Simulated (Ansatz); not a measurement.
Stress against strain in Sn

```
CELL_PARAMETERS angstrom
0.00000 3.24560 3.24560
3.24560 0.00000 3.24560
3.24560 3.24560 0.00000
ATOMIC_POSITIONS crystal
Sn 0.50000 0.50000 0.50000
Sn 0.75000 0.75000 0.75000
```

Atoms are numbered in the order listed.

The conventional cell has a = 6.491 Å, b = 6.491 Å, c = 6.491 Å, α = 90.00°, β = 90.00°, γ = 90.00°. Around Sn (atom 1) lie 4 Sn at 2.81 Å.

The cell is COD entry 9008568, as deposited and not checked against the literature; nothing was relaxed.

No spin–orbit coupling, which matters for the heavy atoms here.

The calculation used DFT, PBEsol, all-electron LAPW, scalar-relativistic in Ansatz 0.2.0.

Sampling and basis: a Γ-centred 11×11×11 k mesh, Fermi–Dirac smearing of 0.05 eV, basis error target 1 meV/atom, no spin polarisation.

The strain is applied along the Cartesian axes of the cell as listed (the other components stay zero). Fractional coordinates are held (clamped ions).

σ is the change of stress from the unstrained cell, which is at 0.99 GPa; tension is positive, so slopes are stress–strain coefficients at that pressure. In a metal the k mesh adds noise.

Only quantities that a quadratic follows smoothly over the whole series are listed; rougher ones are left out.

```tsv
εzz	σzz (GPa)	σxx (GPa)
-0.0200	-1.36	-0.78
-0.0100	-0.67	-0.38
0.0000	0.00	0.00
0.0200	1.27	0.67
```

Fit the series and read off the stiffness at zero strain.

Least-squares fits y = p0 + p1 x + p2 x² to the rows give σzz (GPa): p1 = 65.8, p2 = -110; σxx (GPa): p1 = 36.3, p2 = -130. So C11 = 66 GPa and C12 = 36 GPa, which gives B = (C11 + 2 C12)/3 = 46 GPa.

One run, at εzz = 0.0100, is withheld. Predict its row.

The fits give 0.65, 0.35; the run gave 0.64, 0.35.
